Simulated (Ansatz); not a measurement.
One crystal and one scan (frozen-phonon scan) at two levels, PBE (plane waves to 420 eV, PAW, scalar-relativistic; Ansatz, an electronic-structure program) and r2SCAN (plane waves to 500 eV, PAW, scalar-relativistic; Ansatz), each from its own relaxed cell and on its own mesh.

The crystal is InP (zinc blende); a phonon pattern at X = (0.5, 0.5, 0.0) is frozen into a 4-atom cell, Q being the largest atomic displacement.

InP was relaxed with its symmetry unable to fall. Both scans cover Q from -0.180 to 0.180 Å.

| quantity | run 1 | run 2 |
|---|---|---|
| Lattice constant a (Å) | 5.907 | 5.960 |
| Band gap of the relaxed cell, no spin-orbit coupling (eV) | 1.03 | 0.44 |
| Energy at Q = 0.180 Å (meV/cell) | 384 | 343 |
| Harmonic wavenumber from the curvature (finite differences) (cm⁻¹ (negative: imaginary)) | 324 | 306 |

Task: Which run is which level?

Result: Run 2 is PBE, run 1 is r2SCAN. PBE gives the higher value for: lattice constant a. PBE gives the lower value for: band gap of the relaxed cell, no spin-orbit coupling; energy at Q = 0.180 Å; harmonic wavenumber from the curvature. Both give the same space group of the distorted cell: P-4m2 (No. 115), lowered from F-43m.

(For displaced atoms, the force is minus the slope of the energy, and its curvature is a force constant, which sets phonon frequencies.)
